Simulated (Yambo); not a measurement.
One stored BSE kernel of dimension 2304 for a free-standing MoS₂ monolayer (symmetry P-6m2, slab cell 16.1 Å high) (Yambo, PBEsol bands; 12×12×1 mesh, 4 valence and 4 conduction bands, static screening with 38 bands and a 3 Ry block, scissor 0.82 eV, Tamm-Dancoff, stochastic integration of W near q = 0; broadening 0.1 eV; field along x), solved in several ways.

```csv
solver,iterations,largest change of Im α (% of its maximum),rough time
"Haydock, threshold 2 %",14,41,within a factor of two
"Haydock, threshold 0.5 %",26,15,within a factor of two
"Haydock, threshold 0.1 %",48,1.9,within a factor of two
"Haydock, threshold 0.005 %",110,0.0,1
"SLEPc, lowest 10 states",–,no full spectrum,within a factor of two
"SLEPc, lowest 60 states",–,no full spectrum,within a factor of two
full diagonalisation,–,reference,about 20×
```

Haydock gives the spectrum without eigenstates, SLEPc the lowest states alone, full diagonalisation everything at a cost that grows as the cube of the dimension. Times include reading the kernel. Times are rough ratios from shared machines. Mesh and scissor weren't tested; the rows compare only with each other.

Spin-orbit coupling is not included.

Geometry relaxed with PBEsol; primitive cell a = 3.1410 Å, b = 3.1410 Å, c = 16.1000 Å, α = 90.00°, β = 90.00°, γ = 120.00°.
